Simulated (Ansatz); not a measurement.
Generalised stacking fault of AgCl (rock salt) on the {110} plane. The cell below holds the perfect crystal with the plane normal along z; tilting its third vector by the shift puts one fault into each cell, between planes 1.98 Å apart, at fixed cell height.

```
CELL_PARAMETERS angstrom
      3.96793     0.00000     0.00000
      0.00000     5.61150     0.00000
      1.98396     2.80575     5.95189
ATOMIC_POSITIONS crystal
  Cl 0.00000 0.00000 0.83333
  Cl 0.33333 0.33333 0.16667
  Cl 0.66667 0.66667 0.50000
  Ag 0.00000 0.50000 0.83333
  Ag 0.33333 0.83333 0.16667
  Ag 0.66667 0.16667 0.50000
```

In-plane vectors a = (3.968, 0.000) Å, b = (0.000, 5.611) Å, area 22.27 Å². The shift is s times the vector b (length 5.611 Å), so s = 1 restores the start. The shift is rigid: no atom relaxes. γ = [E(shift) − E(0)] / area.

All values below come from PBE (plane waves to 420 eV, PAW, scalar-relativistic; Ansatz, a quantum-chemistry and plane-wave program). k mesh 7×7×7 (Γ-centred), Fermi-Dirac smearing 0.05 eV. Energies are extrapolated to zero smearing. As the smearing reaches across the gap at some points, the k mesh leaves noise in γ, roughly 0.02 J/m² as judged from a few cases. Faults lie only 6.0 Å apart, and holding the cell height and the atoms raises γ above its relaxed value. AgCl was relaxed with its symmetry unable to fall. The zero of γ is zero shift. The last digit holds for this mesh only.

```json
[
 {"s": "0.000", "γ (J/m²)": "0.00"},
 {"s": "0.083", "γ (J/m²)": "0.04"},
 {"s": "0.167", "γ (J/m²)": "0.17"},
 {"s": "0.250", "γ (J/m²)": "0.41"},
 {"s": "0.333", "γ (J/m²)": "0.71"},
 {"s": "0.417", "γ (J/m²)": "0.94"},
 {"s": "0.500", "γ (J/m²)": "withheld"},
 {"s": "0.583", "γ (J/m²)": "0.94"},
 {"s": "0.667", "γ (J/m²)": "0.71"},
 {"s": "0.750", "γ (J/m²)": "0.41"},
 {"s": "0.833", "γ (J/m²)": "0.17"},
 {"s": "0.917", "γ (J/m²)": "0.04"}
]
```

### Question
Fit a Fourier form (three harmonics of 1 − cos and sin) to the given rows and predict γ at s = 0.500.

### Answer
Least squares on the 11 given rows: γ = (0.522)·[1 − cos(2πs)] + (-0.051)·[1 − cos(4πs)] + (-0.008)·[1 − cos(6πs)], in J/m²; root-mean-square residual 0.002 J/m². At 0.500 the fit gives 1.03 J/m²; the calculation gives 1.03 J/m², the same to the digits shown. 

(The slope of γ gives the shear force per area between the displaced halves; near zero shift its curvature is an elastic stiffness.)
